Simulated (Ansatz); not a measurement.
**BaAlC3N3, before and after**

The cell of BaAlC3N3 is invented: cyanide-bridged rock-salt net of two metals, 2 guest cations a cell (Fm-3m, No. 225). Its size is a rough estimate.

start.xyz

```xyz
16
Lattice="0.0000 5.0075 5.0075 5.0075 0.0000 5.0075 5.0075 5.0075 0.0000" Properties=species:S:1:pos:R:3 pbc="T T T"
Ba    2.5038    2.5038    2.5038
Ba    7.5113    7.5113    7.5113
Al    0.0000    0.0000    0.0000
Al    5.0075    5.0075    5.0075
C     1.8750    5.0075    5.0075
C     5.0075    1.8750    5.0075
C     5.0075    5.0075    1.8750
C     8.1400    5.0075    5.0075
C     5.0075    8.1400    5.0075
C     5.0075    5.0075    8.1400
N     3.0450    5.0075    5.0075
N     5.0075    3.0450    5.0075
N     5.0075    5.0075    3.0450
N     6.9700    5.0075    5.0075
N     5.0075    6.9700    5.0075
N     5.0075    5.0075    6.9700
```

Theory: DFT PBE, scalar-relativistic, plane waves, PAW in Ansatz. Cutoff 420 eV, Gaussian smearing, Γ-centred meshes. Cell and atoms relax first on a coarse mesh and then on a finer one. In between, the cell is made exact in the group found at 0.06 Å. In metals the finer mesh still leaves noise of several meV/atom or more. The steps can't lower the symmetry of their start. No spin polarisation in the relaxation; trial moments died out in a coarse test.

end.xyz

```xyz
16
Lattice="0.0000 5.1169 5.1169 5.1169 0.0000 5.1169 5.1169 5.1169 0.0000" Properties=species:S:1:pos:R:3 pbc="T T T"
Ba    2.5585    2.5585    2.5585
Ba    7.6754    7.6754    7.6754
Al    0.0000    0.0000    0.0000
Al    5.1169    5.1169    5.1169
C     1.9998    5.1169    5.1169
C     5.1169    1.9998    5.1169
C     5.1169    5.1169    1.9998
C     8.2341    5.1169    5.1169
C     5.1169    8.2341    5.1169
C     5.1169    5.1169    8.2341
N     3.2043    5.1169    5.1169
N     5.1169    3.2043    5.1169
N     5.1169    5.1169    3.2043
N     7.0296    5.1169    5.1169
N     5.1169    7.0296    5.1169
N     5.1169    5.1169    7.0296
```

The symmetry stays Fm-3m (No. 225). The volume per atom grows by 6.7 %, from 15.7 to 16.7 Å³. The shortest distance goes from 1.17 Å (C–N) to 1.20 Å (C–N).

- Volume per atom: 16.75 Å³
- Density: 3.00 g/cm³
- Formation energy: +0.03 eV/atom
- Gap on the 6×6×6 mesh of the 16-atom cell: 0 eV (a metal)

Energies over the elements count from the elements' standard structures at the same level (N₂ as a molecule), with no fitted energy shifts. A positive value: parting into the elements would lower its energy.

The last run used Gaussian smearing of 0.10 eV. The k mesh leaves some 4 meV/atom of noise in the energy of each metallic cell. The reference form of C is held partly by dispersion forces, which this level lacks. Symmetry constrained the relaxation, so the result can be a saddle point. In all, the 3 runs took 40 s on 1 thread of AMD EPYC 9R45 96-Core Processor (Zen 5) (shared host).
